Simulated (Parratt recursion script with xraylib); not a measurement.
# Thickness fringes of films on Si (X-ray reflectivity)

Calculation: specular X-ray reflectivity, Parratt recursion, Névot-Croce roughness, xraylib tables; Parratt recursion script with xraylib 4.3.0.

Photon energy 8.048 keV (λ = 1.5406 Å), s polarisation. The grazing angle θ is scanned from 0.05° to 4° in 900 evenly spaced points, and the curve is smoothed with a Gaussian of 0.004° full width. A minimum is a scan point below both neighbours, placed by a parabola through ln R at the three points.

Each run is one film on Si (density 2.313 g/cm³, δ = 7.525 × 10⁻⁶, rms roughness 2.8 Å) under vacuum. The film surface has an rms roughness of 2.7 Å in all runs. The refractive index is n = 1 − δ + iβ. The table lists all minima between 0.55 and 3.15°.

```
run  film  thickness d (Å)  density (g/cm³)  δ (10⁻⁶)  β (10⁻⁶)                    minima at θ (°)
---  ----  ---------------  ---------------  --------  --------  ---------------------------------
A      Mo               75            9.023     25.29     1.704  0.721, 1.250, 1.816, 2.393, 2.975
B      Mo               94            9.023     25.29     1.704                                  ?
```

Densities are inputs, not measurements. They were set from computed cells of the Materials Project: Mo from entry mp-129 (Im-3m, 10.026 g/cm³, taken at 90 %); Si from entry mp-149 (Fd-3m, 2.313 g/cm³). A layer's crystal structure does not enter its constants, only its composition and density.

**Question.** How many minima does run B have between 0.55 and 3.15°, and where?

**Answer.** Inside a film the fringe order is m = (2d/λ)(sin²θ − 2δ)^½, with the film's own δ. Where the film's δ lies above the substrate's, its two faces reflect with opposite signs, and minima are expected at whole m.

- Run A, δ above the substrate's: the minima give m = 1.01, 2.01, 3.01, 4.01, 5.01.

In run B the film's δ lies above the substrate's, so take whole m. The window runs from m = 0.79 to 6.65 and holds m = 1, 2, 3, 4, 5, 6. Then sin²θ = 2δ + (mλ/2d)² gives θ = 0.622, 1.024, 1.466, 1.922, 2.383, 2.848°.

The run has 6 minima, at 0.626, 1.027, 1.469, 1.925, 2.386, 2.850°. The largest distance from one of them to an estimated minimum is 0.004°, against a mean spacing of 0.445°.
